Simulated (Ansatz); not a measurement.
ScPd₃:
```
CELL_PARAMETERS angstrom
     -1.99579     1.99579     3.89762
      1.99579    -1.99579     3.89762
      1.99579     1.99579    -3.89762
ATOMIC_POSITIONS crystal
  Pd 0.50000 0.50000 0.00000
  Pd 0.75000 0.25000 0.50000
  Pd 0.25000 0.75000 0.50000
  Sc 0.00000 0.00000 0.00000
```

Relaxed with PBEsol. Special points in fractions of this cell's reciprocal vectors: Γ (0.000, 0.000, 0.000); X (0.000, 0.000, 0.500); P (0.250, 0.250, 0.250); N (0.000, 0.500, 0.000); M (0.500, 0.500, -0.500); S (0.316, 0.684, -0.316); S0 (-0.316, 0.316, 0.316); R (-0.131, 0.131, 0.500); G (0.500, 0.500, -0.131).

Question: List the band energies nearest the Fermi level at these points for the program Ansatz at the PBEsol level (PAW).

Answer: In eV from the Fermi level; about four levels below and three above (degenerate sets whole), none deeper than 8.9 eV; points with the same levels are listed once.

| k | below | above |
|---|---|---|
| Γ | -1.68 -1.68 -1.61 -1.31 -0.96 | 0.01 2.39 2.52 |
| X | -1.53 -1.09 -0.97 -0.56 | 0.89 0.93 1.92 |
| P | -1.42 -1.42 -0.88 -0.75 -0.20 | 1.69 1.69 2.35 2.35 |
| N | -1.69 -1.55 -1.48 -0.55 | 0.06 0.67 1.79 |
| M | -0.88 -0.74 -0.74 -0.52 | 0.01 2.79 3.06 3.06 |
| S | -1.48 -1.48 -0.96 -0.79 -0.20 | 0.19 1.95 2.93 |
| R | -1.32 -0.93 -0.89 -0.52 | 0.11 0.21 1.93 |

Space group I4/mmm. A made-up cell: these elements were put on the sites of a structure type; neither database checked (COD, Materials Project) lists it. COD files the formula under space group No. 221. Its standing as an ambient phase is unchecked. The cell was relaxed with PBEsol under the symmetry of its start; whether a distortion lowers the energy is not shown. The run is not spin-polarised. Spin–orbit coupling is left out wherever it is not named.

Potentials: the earlier of the program's two PAW sets. The files were generated under PBE; for other functionals the program regenerates the frozen cores, and for LDA and PBEsol the local potential too.
